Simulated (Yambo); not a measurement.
```xyz
12
Lattice="-3.7310 3.7310 3.2759 3.7310 -3.7310 3.2759 3.7310 3.7310 -3.2759" Properties=species:S:1:pos:R:3 pbc="T T T"
O      0.0000     1.3257     2.1801
O      2.4053     0.0000     0.5421
O      3.7310     2.4053    -1.0959
O      5.0567     0.0000     0.5421
O      3.7310    -1.3257     2.7338
O      2.4053     3.7310     1.0959
O      3.7310     1.3257     2.7338
O      1.3257     0.0000     4.3718
V      3.7310     0.0000     1.6380
V      0.0000     0.0000     3.2759
La     0.0000     0.0000     0.0000
La     0.0000     3.7310     1.6380
```

The geometry is that of Materials Project entry mp-19162, symmetrised and not relaxed again.

**Question.** Where are the main features of Im ε from RPA with local fields on PBEsol bands (Yambo; 4×4×4 mesh, 154 bands, 3 Ry local-field block, 0.2 eV broadening; field along z)?

**Answer.** Peaks at 8.6 eV (8.7), heights in brackets. Structure narrower than a few tenths of an eV can come from the finite k mesh. Convergence of the RPA response with its 4×4×4 mesh was not tested. No excitonic effects at this level. The 3d shell has no Hubbard U; the runs are without spin polarisation, and magnetic order was not tried. The 4f states are in the valence at their DFT position.

The structure is a Materials Project entry; no match was found in the copy of COD used, and its stability was not checked.
